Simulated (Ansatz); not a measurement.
Cu₃HO:
```yaml
crystal:
  lattice:
    - [3.86699, 0.00000, 0.00000]
    - [0.00000, 3.86699, 0.00000]
    - [0.00000, 0.00000, 3.86699]
  atoms:
    - { symbol: Cu, position: [0.00000, 0.50000, 0.50000] }
    - { symbol: Cu, position: [0.50000, 0.00000, 0.50000] }
    - { symbol: Cu, position: [0.50000, 0.50000, 0.00000] }
    - { symbol: H, position: [0.00000, 0.00000, 0.00000] }
    - { symbol: O, position: [0.50000, 0.50000, 0.50000] }
```

Relaxed with r²SCAN.

Task: Give the Bader charges and basin volumes of the independent atoms, the program Ansatz at the r²SCAN level (PAW).

Result: 

| atom | Bader charge (e) | Bader volume (Å³) |
|---|---|---|
| Cu1 | +0.54 | 13.3 |
| H4 | -0.42 | 9.2 |
| O5 | -1.21 | 8.6 |

Space group Pm-3m (anti-perovskite). The start of the workflow was typed in or built on a structure type; neither database checked (COD, Materials Project) lists it. Whether it is the stable phase at ambient conditions was not checked. Symmetry was held in the r²SCAN relaxation; its stability against distortions is not shown here. The workflow began spin-polarised and lost its moments. The volume moved by 28 % from the start of the relaxation. Its formation energy is positive at this level, so the cell may be metastable or incomplete. No Hubbard U is applied.

Potentials: the earlier of the program's two PAW sets.
